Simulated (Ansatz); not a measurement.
# H2Pb: from a first guess to the relaxed CdI2 type

First guess:

```xyz
3
Lattice="3.3283 0.0000 0.0000 -1.6642 2.8824 0.0000 0.0000 0.0000 5.3253" Properties=species:S:1:pos:R:3 pbc="T T T"
Pb    0.0000    0.0000    0.0000
H     0.0000    1.9216    1.3313
H     1.6642    0.9608    3.9940
```

All numbers below come from Ansatz 0.2.0, DFT, PBE, PAW with Ansatz's default frozen-core files, scalar-relativistic.

Cell and atoms relax within the symmetry of the start on a 11×11×6 k mesh with 0.05 eV Fermi–Dirac smearing.

The start is built from a prototype, known or not as a phase of this compound; the cutoff is 420 eV.

Spin–orbit coupling is left out, though it moves levels of the heavy atoms by tenths of an eV or more.

(1) What is the pressure of the first guess?

(2) What does it relax to?

(3) How much energy does the relaxation release?

Results:

(1) 5.80 GPa.

(2) a = 3.750 Å, b = 3.750 Å, c = 3.644 Å, α = 90.00°, β = 90.00°, γ = 120.00° (conventional cell), 14.79 Å³ per atom:
```cif
data_structure
_symmetry_space_group_name_H-M 'P-3m1'
_symmetry_Int_Tables_number 164
_cell_length_a 3.7501
_cell_length_b 3.7501
_cell_length_c 3.6440
_cell_angle_alpha 90.000
_cell_angle_beta 90.000
_cell_angle_gamma 120.000
_cell_volume 44.38
loop_
_atom_site_label
_atom_site_type_symbol
_atom_site_symmetry_multiplicity
_atom_site_Wyckoff_symbol
_atom_site_fract_x
_atom_site_fract_y
_atom_site_fract_z
_atom_site_occupancy
Pb1 Pb 1 a 0.00000 0.00000 0.00000 1
H1 H 2 d 0.33333 0.66667 0.22862 1
```

(3) 233 meV/atom.
